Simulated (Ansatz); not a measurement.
**Ga3Sb: how the energy converges with the cutoff**

Ga3Sb, P1, a = 5.707 Å, b = 5.657 Å, c = 5.623 Å, α, β, γ = 135.1°, 134.7°, 65.9°. Ansatz: PBE, PAW, cutoff varied, Γ-centred 8×8×10 mesh on 4 atoms, Gaussian smearing 0.10 eV; no spin polarisation. Single points at one geometry with displaced atoms, the cutoff alone changed; ΔE is the energy at zero smearing over the run at 600 eV. The runs up to 350 eV lie under the cutoff recommended for these PAW datasets.

```
cutoff (eV)  ΔE (meV/atom)
        200        8687.20
        250        1196.89
        300         106.33
        350           6.08
        420              ?
```

**Question.** Assume ΔE falls exponentially with the cutoff, fit y = ln ΔE against x, the cutoff in eV, to the other rows, and predict the missing value.

**Answer.** y = 9.070, 7.087, 4.667, 1.805. Means x = 275.0, y = 5.6572; Σ(Δx)² = 12500, ΣΔxΔy = -605.4; the slope is their ratio. y = 18.98 − 0.04843 x, a factor of ten per 48 eV. At 420 eV this gives ΔE = 0.26 meV/atom. The run gave 1.39, a ratio of 0.19. Between neighbouring rows the decay runs from a factor of ten per 40 eV to one per 109 eV, so one exponential is only a rough guide. The fast fall gives way to a slow tail, so a fit to low cutoffs promises convergence too early.

Cost: 6 runs of about 6.4 core-minutes in all, on Arm Neoverse V2 (shared hosts).